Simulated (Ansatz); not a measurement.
**Si2Ni (Fm-3m): electronic heat capacity and spin susceptibility from the density of states**

These are results of DFT PBEsol, scalar-relativistic, plane waves, PAW (Ansatz 0.2.0), not measurements.

Settings: cutoff 420 eV, Γ-centred mesh 14×14×14 on the computed 3-atom cell, Gaussian smearing of 0.10 eV; no spin polarisation.

Relaxed cell: Fm-3m, a = 5.391 Å, b = 5.391 Å, c = 5.391 Å, α = 90.00°, β = 90.00°, γ = 90.00°, 3 atoms in the primitive cell.

The density of states at the Fermi level is 0.864 states/eV in the cell of 3 atoms (1 formula unit; both spins, tetrahedra on a 21×21×21 mesh).

Question: What Sommerfeld coefficient and Pauli susceptibility does this give?

Answer: Per formula unit N(E_F) = 0.864 states/eV. γ = (π²/3) k_B² N(E_F) N_A = 2.357 mJ/(mol K²) per state/eV, so γ = 2.0 mJ/(mol K²), a mole of formula units. χ_P = μ_B² N(E_F) N_A = 3.23×10⁻⁵ emu/mol per state/eV gives 2.8×10⁻⁵ emu/mol. This is the bare band result: a measured γ of the same phase is as a rule larger by a factor 1 + λ from phonons and spin fluctuations, the spin part of χ is larger by the Stoner factor, and a measured χ also holds orbital and core terms. N(E_F) at one energy is sensitive to the mesh where the density of states has sharp peaks.

A ferromagnetic start lost its moments in a first run, so spin was left out; other magnetic orders weren't tried.